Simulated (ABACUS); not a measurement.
## Worked estimates from a calculation on WC (P-6m2, 2 atoms in the cell; from Materials Project mp-1894)

```
WC
1.0
    2.91659     0.00000     0.00000
   -1.45829     2.52584     0.00000
    0.00000     0.00000     2.83944
W C
1 1
Direct
  0.00000   0.00000   0.00000
  0.66667   0.33333   0.50000
```

Method: PBE, numerical atomic orbitals TZDP (confined pseudo-atomic orbitals with Gaussian additions; energy shift 0.01 Ry), PseudoDojo 0.5 standard norm-conserving PBE (tails mended) pseudopotentials in ABACUS 3.10.1.

Main settings: basis = TZDP numerical atomic orbitals, energy shift 0.01 Ry; KPT = Gamma 14 14 12 0 0 0; basis_type = lcao; ecutwfc = 100 Ry; smearing_method = mv; smearing_sigma = 0.0199916 Ry; potentials = PseudoDojo 0.5 standard norm-conserving PBE (tails mended); symmetry = 1.

The atom-centred basis is finite, which shifts total energies and pressures against plane waves. The structure comes from a collection of computed structures, made at another level of theory; the collection holds predicted forms beside known ones.

The cell was also run at V = 20.708 Å³ (F = -2228.04195 eV, P = 9.64 GPa) and V = 21.127 Å³ (F = -2228.05624 eV, P = 1.50 GPa), scaled uniformly; the base has V = 20.918 Å³, P = 5.44 GPa and F₀ = -2228.05177 eV.

### Question
Check the pressure against the energies, and estimate the bulk modulus and the volume of zero pressure.

### Answer
P = −dF/dV ≈ −(-0.01429 eV)/(0.419 Å³) = 0.03411 eV/Å³; times 160.218 GPa per eV/Å³ this is 5.46 GPa, against 5.44 GPa from the stress tensor. B = −V dP/dV ≈ −20.918 × (-8.14 GPa)/(0.419 Å³) = 406 GPa at this volume. The curvature of the energies, B = V (F₊ + F₋ − 2F₀)/(ΔV/2)², gives 409 GPa. To first order the pressure vanishes at V0 ≈ V(1 + P/B) = 21.20 Å³, so all lengths change by about 0.44 %. Shape and fractional positions were held, which usually makes B too large where they are free.

The atomic orbitals were generated for these runs; they are not ABACUS's published sets and were checked against plane waves on a few crystals only.

“Tails mended”: in these copies of the files the far tail of each local potential was reset to the Coulomb form.
